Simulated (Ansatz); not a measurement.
## KTaO3 (cubic perovskite), frozen-phonon scan

KTaO₃ (cubic perovskite)

```yaml
crystal:
  lattice:
    - [8.04636, 0.00000, 0.00000]
    - [4.02318, 4.02318, 0.00000]
    - [0.00000, 0.00000, 4.02318]
  atoms:
    - { symbol: K, position: [0.00000, 0.00000, 0.00000] }
    - { symbol: K, position: [0.50000, 0.00000, 0.00000] }
    - { symbol: Ta, position: [0.00000, 0.50000, 0.50000] }
    - { symbol: Ta, position: [0.50000, 0.50000, 0.50000] }
    - { symbol: O, position: [0.75000, 0.50000, 0.50000] }
    - { symbol: O, position: [0.25000, 0.50000, 0.50000] }
    - { symbol: O, position: [0.00000, 0.50000, 0.00000] }
    - { symbol: O, position: [0.50000, 0.50000, 0.00000] }
    - { symbol: O, position: [0.25000, 0.00000, 0.50000] }
    - { symbol: O, position: [0.75000, 0.00000, 0.50000] }
```

The atoms are displaced by Q × the pattern below (from a DFPT mode at M = (0.5, 0.5, 0.0), largest move 1; Q in Å), at fixed cell. It is one choice among 2 degenerate patterns. (q is in reciprocal vectors of the primitive cell; the cell shown is doubled to hold the pattern.)

| atom | x | y | z |
|---|---|---|---|
| O5 | 0.000 | 0.000 | 1.000 |
| O6 | 0.000 | 0.000 | -1.000 |
| O9 | 0.000 | 0.000 | -0.953 |
| O10 | 0.000 | 0.000 | 0.953 |

Atoms not listed stay in place.

Level of theory: PBE (plane waves to 420 eV, PAW, scalar-relativistic; Ansatz, a first-principles code). k mesh 8×8×8 (Γ-centred), Fermi-Dirac smearing 0.05 eV. Energies are smeared free energies. Compression counts positive. KTaO3 is run without spin polarisation. KTaO3 was relaxed with its symmetry unable to fall. Spin-orbit coupling is left out, though Ta is heavy. The PAW data are Ansatz's earlier set. ΔE is measured from the undisplaced structure.

```tsv
Q (Å)	ΔE (meV/cell)	−dE/dQ from forces (eV/Å)	P (GPa)
-0.280	978	7.179	-0.56
-0.233	673	5.889	-0.42
-0.187	428	4.646	-0.29
-0.140	239	3.444	-0.17
-0.093	106	2.276	-0.08
-0.047	26	1.132	-0.02
0.000	0	0.000	0.00
0.047	26	-1.132	-0.02
0.093	106	-2.276	-0.08
0.140	239	-3.444	-0.17
0.187	428	-4.646	-0.29
0.233	673	-5.889	-0.42
0.280	978	-7.179	-0.56
```

Summary:

| Quantity | Value |
|---|---|
| Energy at Q = 0.280 Å | 978 meV/cell |
| Space group of the distorted cell | P2/c (No. 13), lowered from Pm-3m |
| Symmetry of the curve | even: the same for both signs |
| Shape of the curve | a single well with its minimum at or next to zero displacement |
| Harmonic wavenumber from the curvature (finite differences) | 328 cm⁻¹ |
| Wavenumber by perturbation theory (DFPT, on another k mesh) | 328 cm⁻¹ |

(For displaced atoms, the force is minus the slope of the energy, and its curvature is a force constant, which sets phonon frequencies.)
